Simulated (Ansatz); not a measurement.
Starting structure of a cell relaxation (symmetry kept):

Space group I-43d (No. 220). a = 6.475 Å, b = 6.475 Å, c = 6.475 Å, α = 90.00°, β = 90.00°, γ = 90.00°
| atom | site | symmetry | x | y | z |
| --- | --- | --- | --- | --- | --- |
| Si | 12b | -4.. | 0.3750 | 0.5000 | 0.7500 |
| N | 16c | .3. | 0.2814 | 0.2814 | 0.2814 |

Method: Ansatz, DFT r2SCAN, scalar-relativistic, plane waves, PAW.

Cutoff 500 eV; k points 6×6×6 on the computed 14-atom cell (Γ-centred); Gaussian smearing, width 0.02 eV; no spin polarisation.

Question: What does it relax to?

Answer: The volume decreases by 0.14 Å³/atom to 9.55 Å³/atom, and the energy falls by 1.8 meV/atom. Final structure:
```cif
data_structure
_symmetry_space_group_name_H-M 'P 1'
_symmetry_Int_Tables_number 1
_cell_length_a 5.5793
_cell_length_b 5.5793
_cell_length_c 5.5793
_cell_angle_alpha 109.471
_cell_angle_beta 109.471
_cell_angle_gamma 109.471
_cell_volume 133.69
loop_
_atom_site_label
_atom_site_type_symbol
_atom_site_fract_x
_atom_site_fract_y
_atom_site_fract_z
_atom_site_occupancy
Si1 Si 0.25000 0.12500 0.87500 1
Si2 Si 0.87500 0.25000 0.12500 1
Si3 Si 0.75000 0.37500 0.62500 1
Si4 Si 0.62500 0.75000 0.37500 1
Si5 Si 0.12500 0.87500 0.25000 1
Si6 Si 0.37500 0.62500 0.75000 1
N1 N 0.56244 0.56244 0.56244 1
N2 N 0.43756 0.50000 0.00000 1
N3 N 0.50000 0.00000 0.93756 1
N4 N 0.00000 0.43756 0.50000 1
N5 N 0.93756 0.50000 0.00000 1
N6 N 0.06244 0.06244 0.06244 1
N7 N 0.00000 0.93756 0.50000 1
N8 N 0.50000 0.00000 0.43756 1
```

This form isn't the usual stable structure of the compound.

Cost: 1 run of about 2.3 core-minutes, on Intel Xeon Processor @ 2.50GHz (Skylake/Cascade Lake) (shared hosts).